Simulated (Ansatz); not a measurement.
Sc₂CCl₂ in space group P-3m1 (No. 164; Sc on 2d, C on 1b, Cl on 2d), r²SCAN+D4 in the plane-wave PAW code Ansatz. The conduction-band minimum lies at M, with 3 equivalent valleys. Second derivatives d²E/dk² of the lowest band at one valley (eV·Å²), along Cartesian directions:

```
direction  d²E/dk²
---------  -------
[100]        29.21
[010]        7.105
[001]        3.360
[110]        18.17
[101]        16.30
[011]        7.359
```

Q: Find the principal effective masses, the density-of-states mass and the conductivity mass.

A: Off-diagonal terms follow from H_xy = H[110] − (H_xx + H_yy)/2, and m*/mₑ = 7.620 eV·Å² over each eigenvalue: 0.26, 0.94, 3.2. One valley's DOS mass (m₁m₂m₃)^(1/3) = 0.92, conductivity mass 3/(Σ 1/mᵢ) = 0.58 mₑ.

Q: What effective density of states Nc follows at 300 K for parabolic valleys?

A: Nc = 2.509e19 × 3 × (0.92)^(3/2) ≈ 6.6e19 cm⁻³.

The workflow started from a Materials Project entry (that database holds measured and hypothetical structures alike); the Crystallography Open Database copy checked does not list it. Its standing as an ambient phase is unchecked. The r²SCAN+D4 relaxation kept the symmetry of its start; whether a distortion lowers the energy is not shown. The run is not spin-polarised.

Potentials: the later of the program's two PAW sets.

Edges and masses are those of Kohn–Sham bands, whose gap is no quasiparticle gap.
